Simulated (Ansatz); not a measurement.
## Property card for CdSiN2

CdSiN₂:
```
CdSiN2
1.0
    1.46071     0.84334     5.54171
   -1.46071     0.84334     5.54171
    0.00000    -1.68668     5.54171
Cd Si N
1 1 2
Direct
  0.00000   0.00000   0.00000
  0.50000   0.50000   0.50000
  0.77444   0.77444   0.77444
  0.22556   0.22556   0.22556
```

Space group R-3m (No. 166); conventional cell a = b = 2.9214 Å, c = 16.6251 Å, α = β = 90.00°, γ = 120.00°.

Method: PBE (plane waves, PAW; program Ansatz). Structure relaxed to zero pressure with the same functional. Other levels are named where they apply.

### Cell and energy

- Volume per atom: 10.24 Å³
- Density: 6.83 g/cm³
- Formation energy from the elements (no fitted shifts): -0.059 eV/atom

### Electronic structure

* **Band gap**: 0.97 eV (indirect)
* **Valence-band maximum**: on the Γ–S0 line, 58 % of the way from Γ (k = -0.003, 0.198, -0.201 in fractions of the reciprocal vectors)
* **Conduction-band minimum**: at Γ
* **Smallest direct gap on the standard path**: 1.69 eV
* **Electron effective mass**: 0.13, 0.27, 0.27 mₑ (principal values)
* **Electron effective mass with spin–orbit coupling**: 0.13, 0.27, 0.27 mₑ (principal values)
* **Hole effective mass**: 0.33, 1.0, 1.5 mₑ (principal values)
* **Hole effective mass with spin–orbit coupling**: 0.33, 1.0, 1.5 mₑ (principal values)
* **Gap with spin–orbit coupling**: 0.98 eV

### Mechanics

- Bulk modulus (Birch–Murnaghan fit) = 194 GPa
- Pressure derivative B′ = 5.0

The start of the workflow was typed in or built on a structure type; neither database checked (COD, Materials Project) lists it. Its standing as an ambient phase is unchecked. Symmetry was held in the PBE relaxation; its stability against distortions is not shown here. The references are the lowest solids computed at this level, not always the standard phases (solids in place of the gases). Spin–orbit coupling is left out wherever it is not named.

Potentials: the later of the program's two PAW sets.
